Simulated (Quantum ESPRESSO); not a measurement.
# Ag2Ta3CuNb2: one run as intended and one with a planted mistake

Simulated, not a measurement. The program is pw.x of Quantum ESPRESSO 7.5 (plane-wave density functional theory). The cell is made up: eight metal atoms on a face-centred cubic lattice, with elements, volume, strain and displacements drawn at random and not relaxed, so it may be unstable or far from any real phase. PseudoDojo standard norm-conserving files set the functional (PBE unless stated); there is no spin polarisation or spin-orbit coupling, the Fermi-Dirac width of 0.25 eV means electrons at about 2900 K, and the masses in the input are unused placeholders. The copper pseudopotential is less sure than most, with forces differing by about three percent and pressure by about two GPa from a second method on plain copper. Heavy elements are run without spin-orbit coupling, which real alloys of them have. A spin test at this wide smearing found no moment, but such smearing suppresses magnetism that the real alloy may have.

Intended input:

```
&control calculation='scf', pseudo_dir='./dojo.nc.sr.pbe.v0_5.standard.upf', outdir='./o', disk_io='minimal', tprnfor=.true., tstress=.true. /
&system ibrav=0, nat=8, ntyp=4, nbnd=75, ecutwfc=92.02030273, nosym=.true., tot_charge=0,
 occupations='smearing', smearing='fd', degauss=0.0183746611
/
&electrons conv_thr=1.470e-08, electron_maxstep=70, mixing_beta=0.5 /
ATOMIC_SPECIES
Ag 1.0 Ag.upf
Cu 1.0 Cu.upf
Nb 1.0 Nb.upf
Ta 1.0 Ta.upf
CELL_PARAMETERS angstrom
-4.014 0.0 0.0
-2.007 -4.014 -2.007
-2.007 -4.014 6.021
ATOMIC_POSITIONS angstrom
Ag -0.0293 0.0444 0.014
Ag -1.986 -3.9997 2.029
Ta -2.0229 -2.0129 -0.0332
Ta -4.0239 -6.0025 2.0564
Cu -4.0238 -3.9834 4.0298
Ta -4.015 -4.0276 0.0591
Nb -4.0496 -2.015 1.9823
Nb -5.9938 -6.0711 4.0043
K_POINTS automatic
7 5 3 1 1 1
```

The log is shortened where brackets say so; the opening notice, blank lines, dates and the lines on written files are dropped, and the path of the files is cut. It prints rydbergs, bohrs and kilobars, and counts compression as positive stress. Its total energy is the free energy E - TS of the whole cell.

Log of the intended run:

```
     Program PWSCF v.7.5
     Parallel version (MPI & OpenMP), running on       4 processor cores
     Number of MPI processes:                 4
     Threads/MPI process:                     1
     [start-up lines left out]
     bravais-lattice index     =            0
     lattice parameter (alat)  =       7.5854  a.u.
     unit-cell volume          =     872.8884 (a.u.)^3
     number of atoms/cell      =            8
     number of atomic types    =            4
     number of electrons       =       122.00
     number of Kohn-Sham states=           75
     kinetic-energy cutoff     =      92.0203  Ry
     charge density cutoff     =     368.0812  Ry
     scf convergence threshold =      1.5E-08
     mixing beta               =       0.5000
     number of iterations used =            8  plain     mixing
     Exchange-correlation= PBE
                           (   1   4   3   4   0   0   0)
     [axes and pseudopotential details left out]
   Cartesian axes
     site n.     atom                  positions (alat units)
         1        Ag     tau(   1) = (  -0.0072995   0.0110613   0.0034878  )
         2        Ag     tau(   2) = (  -0.4947683  -0.9964375   0.5054808  )
         3        Ta     tau(   3) = (  -0.5039611  -0.5014699  -0.0082711  )
         4        Ta     tau(   4) = (  -1.0024664  -1.4953911   0.5123069  )
         5        Cu     tau(   5) = (  -1.0024415  -0.9923767   1.0039362  )
         6        Ta     tau(   6) = (  -1.0002491  -1.0033881   0.0147235  )
         7        Nb     tau(   7) = (  -1.0088690  -0.5019930   0.4938465  )
         8        Nb     tau(   8) = (  -1.4932237  -1.5124813   0.9975835  )
     number of k points=    53  Fermi-Dirac smearing, width (Ry)=  0.0184
                       cart. coord. in units 2pi/alat
        k(    1) = (  -0.0714286  -0.0809524   0.0333333), wk =   0.0380952
        k(    2) = (  -0.0714286   0.0857143  -0.3000000), wk =   0.0380952
     [further k points left out]
     Dense  grid:   104261 G-vectors     FFT dimensions: (  48,  60,  90)
     Estimated max dynamical RAM per process >     406.58 MB
     Estimated total dynamical RAM >       1.51 GB
     Initial potential from superposition of free atoms
     starting charge     121.9914, renormalised to     122.0000
     Starting wfcs are   80 randomized atomic wfcs
     total cpu time spent up to now is        5.4 secs
     per-process dynamical memory:   321.9 Mb
     Self-consistent Calculation
     iteration #  1     ecut=    92.02 Ry     beta= 0.50
     Davidson diagonalization with overlap
     ethr =  1.00E-02,  avg # of iterations =  3.0
     total cpu time spent up to now is       17.7 secs
     total energy              =   -1632.50235480 Ry
     estimated scf accuracy    <       9.97998126 Ry
     iteration #  2     ecut=    92.02 Ry     beta= 0.50
     Davidson diagonalization with overlap
     ethr =  8.18E-03,  avg # of iterations =  3.3
     total cpu time spent up to now is       31.7 secs
     total energy              =   -1632.98587280 Ry
     estimated scf accuracy    <      68.38079320 Ry
     [iterations 3 to 16 left out]
     iteration # 17     ecut=    92.02 Ry     beta= 0.50
     Davidson diagonalization with overlap
     ethr =  9.93E-10,  avg # of iterations =  2.0
     total cpu time spent up to now is      200.5 secs
     total energy              =   -1638.91204217 Ry
     estimated scf accuracy    <       0.00000012 Ry
     iteration # 18     ecut=    92.02 Ry     beta= 0.50
     Davidson diagonalization with overlap
     ethr =  9.78E-11,  avg # of iterations =  2.2
     total cpu time spent up to now is      211.2 secs
     End of self-consistent calculation
     [lines on levels left out]
!    total energy              =   -1638.91204218 Ry
     estimated scf accuracy    <       0.00000001 Ry
     smearing contrib. (-TS)   =      -0.10282383 Ry
     internal energy E=F+TS    =   -1638.80921835 Ry
     The total energy is F=E-TS. E is the sum of the following terms:
     one-electron contribution =    -577.41275583 Ry
     hartree contribution      =     360.38843088 Ry
     xc contribution           =    -280.60818650 Ry
     ewald contribution        =   -1141.17670690 Ry
     convergence has been achieved in  18 iterations
     Forces acting on atoms (cartesian axes, Ry/au):
     atom    1 type  1   force =     0.01429614   -0.03649800   -0.03980940
     atom    2 type  1   force =    -0.01456183   -0.00513417    0.04097151
     atom    3 type  4   force =     0.00547273    0.03599708   -0.01085234
     atom    4 type  4   force =     0.00565476   -0.01996381   -0.00196458
     atom    5 type  2   force =     0.00181085   -0.00582361   -0.00396119
     atom    6 type  4   force =    -0.00599510   -0.00525332   -0.02428257
     atom    7 type  3   force =     0.01425130   -0.00623116    0.03358910
     atom    8 type  3   force =    -0.02092885    0.04290698    0.00630946
     Total force =     0.106355     Total SCF correction =     0.000330
     Computing stress (Cartesian axis) and pressure
          total   stress  (Ry/bohr**3)                   (kbar)     P=      145.59
   0.00095510  -0.00001170  -0.00002905          140.50       -1.72       -4.27
  -0.00001170   0.00112068  -0.00002295           -1.72      164.86       -3.38
  -0.00002905  -0.00002295   0.00089328           -4.27       -3.38      131.41
     init_run     :      5.21s CPU      5.37s WALL (       1 calls)
     electrons    :    201.75s CPU    205.76s WALL (       1 calls)
     forces       :      2.00s CPU      2.01s WALL (       1 calls)
     stress       :      6.92s CPU      7.06s WALL (       1 calls)
     [timing details left out]
     PWSCF        :   3m35.96s CPU   3m40.33s WALL
     JOB DONE.
```

A second run has one planted mistake: one coordinate of one atom is wrong. The input lines that differ:

```
- Ta -2.0229 -2.0129 -0.0332
+ Ta -2.2129 -2.0129 -0.0332
```

Its log:

```
     Program PWSCF v.7.5
     Parallel version (MPI & OpenMP), running on       4 processor cores
     Number of MPI processes:                 4
     Threads/MPI process:                     1
     [start-up lines left out]
     bravais-lattice index     =            0
     lattice parameter (alat)  =       7.5854  a.u.
     unit-cell volume          =     872.8884 (a.u.)^3
     number of atoms/cell      =            8
     number of atomic types    =            4
     number of electrons       =       122.00
     number of Kohn-Sham states=           75
     kinetic-energy cutoff     =      92.0203  Ry
     charge density cutoff     =     368.0812  Ry
     scf convergence threshold =      1.5E-08
     mixing beta               =       0.5000
     number of iterations used =            8  plain     mixing
     Exchange-correlation= PBE
                           (   1   4   3   4   0   0   0)
     [axes and pseudopotential details left out]
   Cartesian axes
     site n.     atom                  positions (alat units)
         1        Ag     tau(   1) = (  -0.0072995   0.0110613   0.0034878  )
         2        Ag     tau(   2) = (  -0.4947683  -0.9964375   0.5054808  )
         3        Ta     tau(   3) = (  -0.5512955  -0.5014699  -0.0082711  )
         4        Ta     tau(   4) = (  -1.0024664  -1.4953911   0.5123069  )
         5        Cu     tau(   5) = (  -1.0024415  -0.9923767   1.0039362  )
         6        Ta     tau(   6) = (  -1.0002491  -1.0033881   0.0147235  )
         7        Nb     tau(   7) = (  -1.0088690  -0.5019930   0.4938465  )
         8        Nb     tau(   8) = (  -1.4932237  -1.5124813   0.9975835  )
     number of k points=    53  Fermi-Dirac smearing, width (Ry)=  0.0184
                       cart. coord. in units 2pi/alat
        k(    1) = (  -0.0714286  -0.0809524   0.0333333), wk =   0.0380952
        k(    2) = (  -0.0714286   0.0857143  -0.3000000), wk =   0.0380952
     [further k points left out]
     Dense  grid:   104261 G-vectors     FFT dimensions: (  48,  60,  90)
     Estimated max dynamical RAM per process >     406.58 MB
     Estimated total dynamical RAM >       1.51 GB
     Initial potential from superposition of free atoms
     starting charge     121.9914, renormalised to     122.0000
     Starting wfcs are   80 randomized atomic wfcs
     total cpu time spent up to now is        5.4 secs
     per-process dynamical memory:   321.9 Mb
     Self-consistent Calculation
     iteration #  1     ecut=    92.02 Ry     beta= 0.50
     Davidson diagonalization with overlap
     ethr =  1.00E-02,  avg # of iterations =  2.9
     total cpu time spent up to now is       17.6 secs
     total energy              =   -1632.38797533 Ry
     estimated scf accuracy    <      10.11745261 Ry
     iteration #  2     ecut=    92.02 Ry     beta= 0.50
     Davidson diagonalization with overlap
     ethr =  8.29E-03,  avg # of iterations =  3.3
     total cpu time spent up to now is       31.3 secs
     total energy              =   -1632.91926859 Ry
     estimated scf accuracy    <      69.13202169 Ry
     [iterations 3 to 16 left out]
     iteration # 17     ecut=    92.02 Ry     beta= 0.50
     Davidson diagonalization with overlap
     ethr =  1.18E-09,  avg # of iterations =  2.1
     total cpu time spent up to now is      195.8 secs
     total energy              =   -1638.89431611 Ry
     estimated scf accuracy    <       0.00000002 Ry
     iteration # 18     ecut=    92.02 Ry     beta= 0.50
     Davidson diagonalization with overlap
     ethr =  1.94E-11,  avg # of iterations =  5.1
     total cpu time spent up to now is      209.0 secs
     End of self-consistent calculation
     [lines on levels left out]
!    total energy              =   -1638.89431611 Ry
     estimated scf accuracy    <       0.00000001 Ry
     smearing contrib. (-TS)   =      -0.10272617 Ry
     internal energy E=F+TS    =   -1638.79158993 Ry
     The total energy is F=E-TS. E is the sum of the following terms:
     one-electron contribution =    -578.55083649 Ry
     hartree contribution      =     360.97069523 Ry
     xc contribution           =    -280.63995802 Ry
     ewald contribution        =   -1140.57149065 Ry
     convergence has been achieved in  18 iterations
     Forces acting on atoms (cartesian axes, Ry/au):
     atom    1 type  1   force =    -0.00086937   -0.03122630   -0.03900561
     atom    2 type  1   force =    -0.01437193   -0.00420836    0.03918066
     atom    3 type  4   force =     0.09326080    0.03661449   -0.00696184
     atom    4 type  4   force =     0.01378129   -0.01920701   -0.00136603
     atom    5 type  2   force =     0.00086441   -0.00584526   -0.00415903
     atom    6 type  4   force =    -0.03451160   -0.01346851   -0.02419357
     atom    7 type  3   force =    -0.00697981   -0.00602948    0.03976236
     atom    8 type  3   force =    -0.05117380    0.04337043   -0.00325694
     Total force =     0.151956     Total SCF correction =     0.000354
     Computing stress (Cartesian axis) and pressure
          total   stress  (Ry/bohr**3)                   (kbar)     P=      154.19
   0.00100748  -0.00004525  -0.00004368          148.21       -6.66       -6.43
  -0.00004525   0.00118257  -0.00001634           -6.66      173.96       -2.40
  -0.00004368  -0.00001634   0.00095449           -6.43       -2.40      140.41
     init_run     :      5.11s CPU      5.29s WALL (       1 calls)
     electrons    :    199.45s CPU    203.64s WALL (       1 calls)
     forces       :      2.02s CPU      2.03s WALL (       1 calls)
     stress       :      6.89s CPU      6.90s WALL (       1 calls)
     [timing details left out]
     PWSCF        :   3m33.55s CPU   3m37.98s WALL
     JOB DONE.
```

|  | intended run | run with the mistake |
| --- | --- | --- |
| free energy (eV) | -22298.534 | -22298.293 |
| entropy term -TS, part of it (eV) | -1.399 | -1.398 |
| pressure (GPa) | 14.56 | 15.42 |
| size of the largest force component (eV/Å) | 1.103 | 2.398 |
| largest change of a force component (eV/Å) |  | 2.257 |
| iterations | 18 | 18 |

For scale, a rerun of the intended cell at a higher cutoff and on a denser mesh moved values by no more than 0.006 eV in energy, 0.05 GPa in stress and 0.005 eV/Å in force, and a second program with other atomic files agreed on that cell to 2 % rms in force and 0.5 GPa in pressure.